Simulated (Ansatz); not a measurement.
HgS (cinnabar type, space group P3_221)

```cif
data_Hg3S3
_chemical_formula_sum 'Hg3 S3'
_space_group_name_H-M_alt 'P3221'
_space_group_IT_number 154
_space_group_name_Hall 'P 32 2"'
_cell_length_a 4.13888
_cell_length_b 4.13888
_cell_length_c 9.40775
_cell_angle_alpha 90.000
_cell_angle_beta 90.000
_cell_angle_gamma 120.000
loop_
_atom_site_label
_atom_site_type_symbol
_atom_site_symmetry_multiplicity
_atom_site_Wyckoff_symbol
_atom_site_fract_x
_atom_site_fract_y
_atom_site_fract_z
_atom_site_occupancy
Hg1 Hg 3 a 0.28987 0.28987 0.00000 1
S1 S 3 b 0.50020 0.50020 0.50000 1
```

Two coordinates are scanned: the volume, and the ratio of the stretch along z (the conventional c axis) to the stretch across it. Atoms keep their fractional coordinates.

The numbers are results of PBEsol (plane waves to 420 eV, PAW, scalar-relativistic; Ansatz, a program for electronic structure), not measurements. k mesh 9×9×4 (Γ-centred), Fermi-Dirac smearing 0.05 eV. Energies are smeared free energies. As the atoms are clamped, bonds stretch with the cell, which overstates energies and stresses. HgS was relaxed with its symmetry unable to fall. Spin-orbit coupling is left out, though Hg is heavy. ΔE is measured from the relaxed starting cell.

Problem. Estimate the ΔE (meV/atom) for all points of the grid V/V₀ = 0.960, 0.980, 1.000, 1.020, 1.040 by (c/a)/(c/a)₀ = 0.960, 0.980, 1.000, 1.020, 1.040.

Solution. ΔE (meV/atom), with V/V₀ across and (c/a)/(c/a)₀ down:

```tsv
(c/a)/(c/a)₀ \ V/V₀	0.960	0.980	1.000	1.020	1.040
0.960	13.7	5.8	2.4	3.0	7.2
0.980	10.6	3.3	0.6	1.9	6.6
1.000	8.5	2.0	0.0	1.9	7.3
1.020	7.6	1.9	0.6	3.2	9.2
1.040	7.8	2.9	2.4	5.7	12.3
```

(Under strain, the slope of the energy per volume gives the stress and its curvature an elastic modulus.)
